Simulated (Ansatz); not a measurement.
Notes on Te$_{2}$Mo

```
Te Mo
1.0
     1.75261    3.03561    0.00000
    -1.75261    3.03561    0.00000
     0.00000    0.00000   13.75225
Te Mo
4 2
Direct
  0.33330 0.33340 0.62500
  0.66660 0.66670 0.12500
  0.33330 0.33340 0.87500
  0.66670 0.66670 0.37500
  0.33330 0.33340 0.25000
  0.66660 0.66670 0.75000
```

Level: PBE, no spin polarisation; 420 eV; 11×11×3 Γ-centred mesh; fermi-dirac occupations (width 0.1 eV); Ansatz 0.2.0, fixed geometry.

Question: Metal or insulator? Give the gap.

Answer: The gap is 0.62 eV, indirect (the least direct gap found is 0.97 eV). A semilocal functional usually gives too small a gap.

Question: Where is the largest force?

Answer: The largest is on Te1 (and as large on other atoms): 1.57 eV/Å, components (0.00, 0.00, -1.57). It makes 130° with the line to a nearest neighbour, Mo6 at 2.66 Å.

Question: What is the formation energy?

Answer: -0.19 eV an atom against the elements' usual phases (free molecules for gases, crystals otherwise, with no correction for O₂ or N₂), so it is bound against them; other compounds may still compete. Relaxing would lower it.

Question: Describe some of the short contacts.

Answer: Te–Mo at 2.66 Å: least valence density 0.50 e/Å³ and ELF 0.47 there. Both are smooth PAW fields, read partly inside the augmentation spheres.

Origin: a known structure type with other elements, at an estimated volume, so it need not be a known compound. Caveats: no spin-orbit coupling, which can shift this gap by tenths of an eV; atoms or cell far from equilibrium.
